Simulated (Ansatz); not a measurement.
The runs began from a structure in Materials Project; this end point is another cell, not compared with measured phases.

A relaxed structure of Al₃Ru₂. Space group I4/mmm (No. 139). Method: PBEsol (plane waves to 420 eV, PAW, scalar-relativistic; Ansatz, a program for electronic structure).

```cif
data_Al3Ru2
_chemical_formula_sum 'Al3 Ru2'
_space_group_name_H-M_alt 'P 1'
_space_group_IT_number 1
_cell_length_a 7.28280
_cell_length_b 7.28280
_cell_length_c 7.28280
_cell_angle_alpha 154.533
_cell_angle_beta 154.533
_cell_angle_gamma 36.325
loop_
_space_group_symop_operation_xyz
  'x, y, z'
loop_
_atom_site_label
_atom_site_type_symbol
_atom_site_fract_x
_atom_site_fract_y
_atom_site_fract_z
_atom_site_occupancy
Al1 Al 0.88936 0.88936 0.00000 1
Ru1 Ru 0.68486 0.68486 0.00000 1
Al2 Al 0.11064 0.11064 0.00000 1
Al3 Al 0.50000 0.50000 0.00000 1
Ru2 Ru 0.31514 0.31514 0.00000 1
```

For Al3Ru2, the volume per atom is 14.27 Å³. The band gap is no gap (metallic), the shortest distances is Al–Ru 2.49 Å; Al–Al 2.74 Å; Ru–Ru 2.90 Å and the k-mesh is 20×20×20.

Band energies at high-symmetry points (eV from the Fermi level; labels of this space group; no spin-orbit coupling), from −5 eV up to 1.9 eV:

```json
[
 {"point": "Γ", "energies": "-4.47 -4.08 -2.51 -2.00 -2.00 -1.36 -1.13 -1.13 -0.67 -0.22"},
 {"point": "X", "energies": "-4.76 -4.63 -3.84 -3.55 -3.33 -2.21 -2.03 -1.78 -1.07 0.28 0.39 0.39 0.79"},
 {"point": "P", "energies": "-4.70 -4.70 -3.62 -3.62 -3.43 -2.45 -1.70 -1.70 -1.41 0.39 0.39 0.74 1.09 1.09"},
 {"point": "N", "energies": "-3.91 -3.04 -2.70 -2.70 -2.26 -1.86 -1.38 -0.56 -0.51 0.46 0.78"},
 {"point": "M", "energies": "-4.10 -3.54 -2.46 -2.10 -2.10 -1.36 -0.91 -0.91 -0.22 -0.02 0.11"},
 {"point": "S", "energies": "-3.98 -2.71 -2.68 -2.63 -2.58 -1.75 -1.42 -0.63 -0.45 0.64 0.79"},
 {"point": "S0", "energies": "-3.98 -2.71 -2.68 -2.63 -2.58 -1.75 -1.42 -0.63 -0.45 0.64 0.79"},
 {"point": "R", "energies": "-4.83 -4.74 -3.83 -3.40 -3.32 -2.22 -1.98 -1.81 -1.14 0.29 0.33 0.38 0.78"}
]
```

No spin polarisation in the result.

The run could not lose the symmetry of its start.

It was reached from a disturbed copy of a I4/mmm (No. 139) cell, against which it lies +0.45 eV/atom.
